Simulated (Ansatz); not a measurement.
HgTe (zinc blende)

```xyz
2
Lattice="0.0000 3.3253 3.3253 3.3253 0.0000 3.3253 3.3253 3.3253 0.0000" Properties=species:S:1:pos:R:3 pbc="T T T"
Te     4.9880     4.9880     4.9880
Hg     0.0000     0.0000     0.0000
```

Two coordinates are scanned: the volume, and the ratio of the stretch along z (the conventional c axis) to the stretch across it. Atoms keep their fractional coordinates.

Calculation: PBE (plane waves to 420 eV, PAW, scalar-relativistic; Ansatz, a program for electronic structure). k mesh 12×12×12 (Γ-centred), Fermi-Dirac smearing 0.05 eV. Stress and pressure are positive under compression. With partly filled bands, the response to shear is sensitive to the k mesh, so small differences along c/a are uncertain. At this level the bands of HgTe touch or barely overlap. HgTe was relaxed with its symmetry unable to fall. Spin-orbit coupling is left out, though Hg and Te are heavy. The PAW data are Ansatz's earlier set. The relaxed volume of HgTe is well above the measured one; the method has no dispersion term.

At one point of the scan the stress tensor (GPa) is:

```
   -0.4      0.0      0.0
    0.0     -0.4      0.0
    0.0      0.0      0.6
```

Task: Which point is it?
A) V/V₀ = 1.000, (c/a)/(c/a)₀ = 0.920
B) V/V₀ = 1.080, (c/a)/(c/a)₀ = 1.040
C) V/V₀ = 0.960, (c/a)/(c/a)₀ = 0.920
D) V/V₀ = 1.080, (c/a)/(c/a)₀ = 0.920

Result: A, V/V₀ = 1.000, (c/a)/(c/a)₀ = 0.920

(A scan under strain: stresses follow from slopes of the energy per volume, elastic moduli from its curvatures.)
